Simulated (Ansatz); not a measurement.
Given:

HfO2:
```yaml
crystal:
  lattice:
    - [0.00000, 2.50089, 2.50089]
    - [2.50089, 0.00000, 2.50089]
    - [2.50089, 2.50089, 0.00000]
  atoms:
    - { symbol: Hf, position: [0.00000, 0.00000, 0.00000] }
    - { symbol: O, position: [0.75000, 0.75000, 0.75000] }
    - { symbol: O, position: [0.25000, 0.25000, 0.25000] }
```

This is the LDA-relaxed structure.

Question: All from LDA (plane waves, PAW; program Ansatz), unless another level is named. Predict the Born charges (a third of the trace).

Answer: Hf +5.59, O -2.79 e.

Question: Give the static dielectric constant ε0 (ions relaxed, cell fixed).

Answer: 34.8.

Question: Give the electronic dielectric constant ε∞ (DFPT).

Answer: 5.40.

Space group Fm-3m (fluorite). This is a known high-temperature phase of the composition, computed here at zero pressure and temperature. Symmetry was held in the LDA relaxation. At this level the phase is dynamically unstable (imaginary phonons). The run is not spin-polarised. Scalar-relativistic: spin–orbit coupling is off unless named, which matters more the heavier the elements.

Potentials: the earlier of the program's two PAW sets. The files were generated under PBE; for other functionals the program regenerates the frozen cores, and for LDA and PBEsol the local potential too.
